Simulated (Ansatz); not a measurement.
Here is the system:

Ti6O:
```cif
data_OTi6
_chemical_formula_sum 'Ti6 O1'
_space_group_name_H-M_alt 'P 1'
_space_group_IT_number 1
_cell_length_a 5.05080
_cell_length_b 5.05080
_cell_length_c 4.69244
_cell_angle_alpha 90.000
_cell_angle_beta 90.000
_cell_angle_gamma 120.000
loop_
_space_group_symop_operation_xyz
  'x, y, z'
loop_
_atom_site_label
_atom_site_type_symbol
_atom_site_fract_x
_atom_site_fract_y
_atom_site_fract_z
_atom_site_occupancy
Ti1 Ti 0.66859 0.66859 0.25956 1
Ti2 Ti 0.33141 0.33141 0.74044 1
Ti3 Ti 0.33141 0.00000 0.25956 1
Ti4 Ti 0.66859 0.00000 0.74044 1
Ti5 Ti 0.00000 0.33141 0.25956 1
Ti6 Ti 0.00000 0.66859 0.74044 1
O1 O 0.00000 0.00000 0.00000 1
```

This is the PBEsol-relaxed structure.

### Question
All from PBEsol in the plane-wave PAW code Ansatz, unless another level is named. Predict the electronic character.

### Answer
metallic (no gap).

### Question
And the formation energy from the elements (no fitted shifts)?

### Answer
-0.84 eV/atom.

### Question
Predict the density of states at the Fermi level.

### Answer
0.65 states/eV per atom (mean over ±0.08 eV).

Space group P-31m. The workflow started from a Materials Project entry (that database holds measured and hypothetical structures alike); the Crystallography Open Database files this formula in space group No. 162, but the cells were not matched. Whether it is the stable phase at ambient conditions was not checked. Symmetry was held in the PBEsol relaxation; its stability against distortions is not shown here. The run is not spin-polarised. Without spin polarisation and U, an open-shell compound can come out a false metal. The references are the lowest solids computed at this level, not always the standard phases (solids in place of the gases).

Potentials: the later of the program's two PAW sets.
